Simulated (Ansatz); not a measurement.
Ni3O4: do energies and stresses tell the same story?

Level of theory: DFT PBEsol, scalar-relativistic, plane waves, PAW (Ansatz 0.2.0).

Settings: cutoff 420 eV, Γ-centred mesh 8×8×12 on the computed 7-atom cell, Gaussian smearing of 0.10 eV; no spin polarisation.

Relaxed cell: Cmmm, a = 5.848 Å, b = 7.848 Å, c = 2.847 Å, α = 90.00°, β = 90.00°, γ = 90.00°, 7 atoms in the primitive cell. Whether it is the stable form of this composition wasn't checked.

Energies at zero smearing and pressures from the stress tensor, at volumes with shape and atoms relaxed:
| V (Å³/atom) | E − E(first) (meV/atom) | P (GPa) |
| --- | --- | --- |
| 8.214 | 0.00 | 26.37 |
| 8.494 | -38.71 | 18.24 |
| 8.774 | -64.29 | 11.25 |
| 9.054 | -78.59 | 5.21 |
| 9.334 | -83.09 | -0.02 |
| 9.614 | -79.04 | -4.58 |
| 9.894 | -67.58 | -8.53 |
| 10.268 | -42.52 | -12.93 |

Check P = −dE/dV between neighbouring volumes, and get the bulk modulus from the pressures alone.

With 1 eV/Å³ = 160.2 GPa:
```tsv
middle V (Å³/atom)	−ΔE/ΔV (GPa)	mean P (GPa)
8.354	22.147	22.301
8.634	14.635	14.742
8.914	8.182	8.228
9.194	2.576	2.594
9.474	-2.317	-2.299
9.754	-6.557	-6.552
10.081	-10.754	-10.728
```

The two differ by 0.15 GPa at most. The mean of two end pressures misses the average over a step by about ΔV² P″/12, up to 0.10 GPa here; with that taken off 0.05 GPa remains, from the smearing term (the stress is the derivative of the free energy), the finite cutoff, the mesh or the relaxation's tolerance. Around V = 9.334 Å³/atom, the two neighbours give B = −V ΔP/ΔV = 9.334 × 9.79 / 0.560 = 163.1 GPa, against B0 = 162.0 GPa from the Birch–Murnaghan fit of the energies.

Spin polarisation was left out, and a magnetic state may lie lower.

A ferromagnetic start lost its moments in a first run, so spin was left out; other magnetic orders weren't tried.

Cost: 9 runs of about 50 core-minutes in all, on Oxide Virtual Turin-like Processor (Zen 5) (shared hosts).